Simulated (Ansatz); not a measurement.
Start of a relaxation of Na2SrO2:

```
Na Sr O
1.0
     3.60002    0.00000    0.00000
    -1.80001    3.11771    0.00000
     0.00000    0.00000    6.45132
Na Sr O
2 1 2
Direct
  0.66667 0.33333 0.80068
  0.33333 0.66667 0.19932
  0.00000 0.00000 0.00000
  0.66667 0.33333 0.35374
  0.33333 0.66667 0.64626
```

These are results of DFT PBE, scalar-relativistic, plane waves, PAW (Ansatz), not measurements. Cutoff 420 eV, Gaussian smearing, Γ-centred meshes. Cell and atoms relax first on a coarse mesh and then on a converged one. In between, the cell is made exact in the group found at 0.06 Å. The steps can't lower the symmetry of their start. No spin polarisation in the relaxation; trial moments died out in a coarse test.

A guess keeps its type if space group and coordination stay and the shape of the cell changes little (axis ratios within about 15 %, angles within 6°); the volume may change.

Problem. Does this structure survive the relaxation?

Solution. It doesn't keep its type. The symmetry stays P-3m1 (No. 164). The volume per atom grows by 7.7 %, from 14.5 to 15.6 Å³. The shortest distance goes from 2.30 Å (Na–O) to 2.35 Å (Na–O). The ratio c/a of the conventional cell changes by a factor of 0.92. Counting neighbours within 15 % of an atom's shortest distance, the start has Na 6, O 3, Sr 6 and the end Na 4, O 7, Sr 6. In detail, at the end Na has 3 O at 2.35 Å, 1 O at 2.50 Å, 3 Na at 2.73 Å and 3 Sr at 3.19 Å; Sr has 6 O at 2.63 Å and 6 Na at 3.19 Å; O is surrounded by 3 Na at 2.35 Å, 1 Na at 2.50 Å and 3 Sr at 2.63 Å.

Space group P-3m1 (No. 164). a = 3.789 Å, b = 3.789 Å, c = 6.271 Å, α = 90.00°, β = 90.00°, γ = 120.00°
```
atom  site  symmetry       x       y       z
  Na    2d       3m. 0.6667  0.3333  0.6303
  Sr    1a      -3m. 0.0000  0.0000  0.0000
   O    2d       3m. 0.6667  0.3333  0.2314
```

The last run used a 6×6×4 mesh (in the run's order of axes) for its 5-atom cell and Gaussian smearing of 0.02 eV. A later test with randomly moved atoms came back to the same energy, though modes that don't fit the test's cell weren't probed.
